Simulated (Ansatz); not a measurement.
**Mechanical response of GaN (F-43m)**

```
Ga N
1.0
     0.00000    2.22771    2.22771
     2.22771    0.00000    2.22771
     2.22771    2.22771    0.00000
Ga N
1 1
Direct
  0.00000 0.00000 0.00000
  0.25000 0.25000 0.25000
```

Conventional cell: a = 4.455 Å, b = 4.455 Å, c = 4.455 Å, α = 90.00°, β = 90.00°, γ = 90.00°. Ga (atom 1) is surrounded by 4 N at 1.93 Å. Around N (atom 2) lie 4 Ga at 1.93 Å.

Unless marked otherwise, the numbers come from LDA, all-electron LAPW in Ansatz 0.2.0, scalar-relativistic. k mesh 8×8×8, fixed occupations, basis error target 1 meV/atom. The cell was relaxed by PAW under this functional. The structure is one entry of a database and needn't be the stable phase.

The cell is cubic and carries a residual pressure of 0.19 GPa at this level. Each strain component that symmetry leaves independent is applied at ±0.003, the ions relax wherever a strain frees them, and the stress (tension positive, GPa) is read. Shears are engineering strains, γ = 2ε.

```csv
strain,size,σxx,σyy,σzz,σyz,σxz,σxy
xx,-0.003,-1.0655,-0.6770,-0.6770,0.0000,0.0000,0.0000
xx,+0.003,0.6753,0.2806,0.2806,0.0000,0.0000,0.0000
yz,-0.003,-0.1928,-0.1937,-0.1937,-0.4834,0.0000,0.0000
yz,+0.003,-0.1928,-0.1937,-0.1937,0.4834,0.0000,0.0000
```

A central difference gives one constant, for example C11 ≈ (0.6753 − (-1.0655))/(0.006) = 290.1 GPa; the program then imposes the crystal's symmetry on the whole matrix.

Problem. What are the independent elastic constants?

Solution. C11 = 290.1, C12 = 159.6, C44 = 161.1 GPa.

Problem. Do they meet the Born conditions?

Solution. C11 − C12 = 130.5, C11 + 2C12 = 609.3 and C44 = 161.1 GPa must all be positive, so the crystal is elastically stable; that says nothing yet of its phonons.

Problem. What moduli does a random aggregate of grains have?

Solution. B = (C11 + 2C12)/3 = 203.1 GPa. G_V = (C11 − C12 + 3C44)/5 = 122.8 and G_R = 5(C11 − C12)C44/(4C44 + 3(C11 − C12)) = 101.5, so G_H = 112.1 GPa. Then E = 9BG/(3B + G) = 284.1 GPa, ν = (3B − 2G)/(6B + 2G) = 0.267 and B/G = 1.81, on the ductile side of Pugh's 1.75 (a rule of thumb, made for metals; it doesn't predict ductility here).

Problem. With the density of 6.288 g/cm³, how fast does sound travel, and what Debye temperature follows?

Solution. 

```json
{"direction": "[100]", "slow (m/s)": "5062", "middle (m/s)": "5062", "fast (m/s)": "6793"}
{"direction": "[110]", "slow (m/s)": "3222", "middle (m/s)": "5062", "fast (m/s)": "7835"}
{"direction": "[111]", "slow (m/s)": "3932", "middle (m/s)": "3932", "fast (m/s)": "8153"}
```

The mean of v⁻³ over directions and branches gives v_m = 4627 m/s and θ_D = (ħ/k_B) v_m (6π²n)^(1/3) = 618 K, n being atoms per volume. Young's modulus spans 177 to 382 GPa over directions, and the universal anisotropy index is 1.05.

Problem. How far do the constants move if PAW replaces LAPW in the same cell?

Solution. 

| constant | LAPW (GPa) | PAW (GPa) | difference |
| --- | --- | --- | --- |
| C11 | 290.1 | 290.5 | 0.4 |
| C12 | 159.6 | 159.3 | -0.3 |
| C44 | 161.1 | 161.5 | 0.4 |

Problem. What happens at 30 GPa (cell relaxed there)?

Solution. The volume falls to 0.8909 of its value, and C11 = 399.4, C12 = 288.4, C44 = 168.7 GPa (slopes of the stress), in this structure whether or not another phase takes over.

Caveats: constants at zero field, no piezoelectric stiffening; the frozen-core PAW files of the compared runs were fitted under PBE, their cores solved anew for this functional.
